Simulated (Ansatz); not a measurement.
Relaxed-ion elastic tensor of SnO (zinc blende, F-43m) in GPa (Voigt order), DFT-r²SCAN in the program Ansatz with PAW potentials; density 5.65 g/cm³, 19.80 Å³ per atom.

```
      1     2     3      4      5      6
-  ----  ----  ----  -----  -----  -----
1  66.6  66.2  66.2    0.0    0.0    0.0
2  66.2  66.6  66.2    0.0    0.0    0.0
3  66.2  66.2  66.6    0.0    0.0    0.0
4   0.0   0.0   0.0  -47.1    0.0    0.0
5   0.0   0.0   0.0    0.0  -47.1    0.0
6   0.0   0.0   0.0    0.0    0.0  -47.1
```

Is the crystal mechanically stable?

No: the smallest eigenvalue of C is -47.1 GPa.

The start of the workflow was typed in or built on a structure type; neither database checked (COD, Materials Project) lists it. It is not the phase usual at ambient conditions (space group No. 129). Symmetry was held in the r²SCAN relaxation. At this level the phase is mechanically unstable. The volume moved by 18 % from the start of the relaxation. As this level gives no gap, shear constants depend on the k-mesh and smearing (Fermi–Dirac, 0.1 eV here). Spin–orbit coupling is left out wherever it is not named.

Potentials: the earlier of the program's two PAW sets.
